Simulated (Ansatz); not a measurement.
**PIr₂: reading a single point**

```yaml
crystal:
  lattice:
    - [0.00000, 2.76726, 2.76726]
    - [2.76726, 0.00000, 2.76726]
    - [2.76726, 2.76726, 0.00000]
  atoms:
    - { symbol: P, position: [0.00000, 0.00000, 0.00000] }
    - { symbol: Ir, position: [0.25000, 0.25000, 0.25000] }
    - { symbol: Ir, position: [0.75000, 0.75000, 0.75000] }
```

Level: r2SCAN, no spin polarisation; 500 eV; 11×11×11 Γ-centred mesh; fermi-dirac occupations (width 0.1 eV); Ansatz 0.2.0, fixed geometry.

Task: Give the Bader charges.

Result: Bader charges in e: P +0.34, Ir -0.17. In the mean P gives up most and Ir takes most.

Task: Is there a gap?

Result: It is a metal, with about 0.79 states/eV a cell as the mean within 0.25 eV of the Fermi level, mostly Ir d (71 %).

Task: Is it stable against the elements?

Result: -0.47 eV an atom against the elements' usual phases (free molecules for gases, crystals otherwise, with no correction for O₂ or N₂), so it is bound against them; other compounds may still compete. Relaxing would lower it.

Task: Is the cell too large or too small?

Result: The pressure is 2.3 GPa (compression positive), so with the atoms held at these fractions the cell would first expand.

Origin: a database entry at a rescaled volume.
